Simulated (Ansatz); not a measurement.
# Pressure against volume: CuAu

```cif
data_structure
_symmetry_space_group_name_H-M 'P 1'
_symmetry_Int_Tables_number 1
_cell_length_a 2.8000
_cell_length_b 2.8000
_cell_length_c 3.6700
_cell_angle_alpha 90.000
_cell_angle_beta 90.000
_cell_angle_gamma 90.000
_cell_volume 28.77
loop_
_atom_site_label
_atom_site_type_symbol
_atom_site_fract_x
_atom_site_fract_y
_atom_site_fract_z
_atom_site_occupancy
Cu1 Cu 0.50000 0.50000 0.50000 1
Au1 Au 0.00000 0.00000 0.00000 1
```

The runs use the primitive cell with vectors (2.800, 0.000, 0.000), (0.000, 2.800, 0.000), (0.000, 0.000, 3.670) Å, to which the k mesh refers.

The cell comes from COD entry 9004223, which wasn't checked; take it as a given geometry.

No spin–orbit coupling, which matters for the heavy atoms here.

All numbers are computed: DFT, PBE, all-electron LAPW, scalar-relativistic (Ansatz 0.2.0); DFT, PBE, PAW with Ansatz's default frozen-core files, scalar-relativistic (Ansatz 0.2.0).

For LAPW: a Γ-centred 13×13×10 k mesh, Fermi–Dirac smearing of 0.05 eV, basis error target 0.25 meV/atom, no spin polarisation. PAW takes a cutoff of 420 eV at this cell. The Ansatz runs share mesh, smearing and spin set-up. Plane-wave (PAW) pressures include the program's estimate of the Pulay term.

The cell above is scaled evenly, with fractional coordinates and shape held.

```tsv
V/V(cell)	V (Å³/atom)	P, LAPW (GPa)	P, PAW (GPa)
0.9405	13.530	19.35	19.37
0.9800	14.099	10.40	10.42
1.0000	14.386	6.64	6.66
1.0200	14.674	?	?
1.0600	15.250	-2.17	-2.17
```

**Question.** Fill in the row V/V(cell) = 1.0200.

**Answer.** P, LAPW (GPa) = 3.33, P, PAW (GPa) = 3.34.

**Question.** What do Birch–Murnaghan fits to the pressures give?

**Answer.** LAPW: V0 = 15.00 Å³/atom, B0 = 141 GPa, B0′ = 5.5; PAW: V0 = 15.01 Å³/atom, B0 = 141 GPa, B0′ = 5.5.

PAW's V0 lies 0.01 % from the all-electron value and its B0 0.0 %. With shape and internal coordinates held, B0 is an upper bound to the relaxed modulus.
